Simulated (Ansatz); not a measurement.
Trial structure of B2SbP3, not yet relaxed:

```xyz
6
Lattice="4.5096 0.0000 0.0000 0.0000 4.5096 0.0000 0.0000 0.0000 5.5485" Properties=species:S:1:pos:R:3 pbc="T T T"
B     0.0000    2.2548    0.0000
B     2.2548    0.0000    0.0000
Sb    0.0000    0.0000    2.7742
P     0.0000    2.2548    2.7742
P     2.2548    0.0000    2.7742
P     2.2548    2.2548    2.7742
```

Level of theory: DFT PBE, scalar-relativistic, plane waves, PAW (Ansatz 0.2.0). Cutoff 420 eV; k points 4×4×4 on the computed 6-atom cell (Γ-centred); Gaussian smearing, width 0.10 eV; no spin polarisation.

The zero of energy is the elements' standard structures at the same level; no fitted shifts are applied. The references include black phosphorus.

Problem. Estimate its pressure, forces and energy as it stands.

Solution. The pressure is 17.1 GPa (the mean over three directions, positive in compression), the largest force is 0.00 eV/Å (symmetry fixes the atoms), and the energy is +2.33 eV/atom against the elements. The shortest distance is 2.25 Å.

Problem. How much does it gain on relaxing, and where does it end?

Solution. Relaxing gains about 1.2 eV/atom (the start's value is from the coarse mesh, so the gain is rough) in 24 ionic steps and ends at +1.15 eV/atom on the finer mesh. The symmetry stays P4/mmm (No. 123). The volume per atom shrinks by 7.4 %, from 18.8 to 17.4 Å³. The shortest distance goes from 2.25 Å (Sb–P and P–P) to 1.86 Å (B–P). The ratio c/a of the conventional cell changes by a factor of 0.57. Conventional cell: a = 5.298 Å, c = 3.725 Å. Around B lie 2 P at 1.86 Å; Sb is surrounded by 4 P at 2.65 Å; P on a site of symmetry mmm is surrounded by 2 B at 1.86 Å, 2 P at 2.65 Å and 2 Sb at 2.65 Å; 1 more site not described.

The last run used an 8×8×10 mesh (in the run's order of axes) for its 6-atom cell and Gaussian smearing of 0.10 eV. These runs have no spin–orbit coupling, which can matter for Sb. The reference form of P is held partly by dispersion forces, which this level lacks. The relaxation can't lower the symmetry of the start. A structure relaxed within its symmetry needn't be a true minimum. Another cell of B2SbP3 relaxed alike, in P-3m1, lies 0.74 eV/atom lower, so this cell isn't the stable form at this level.
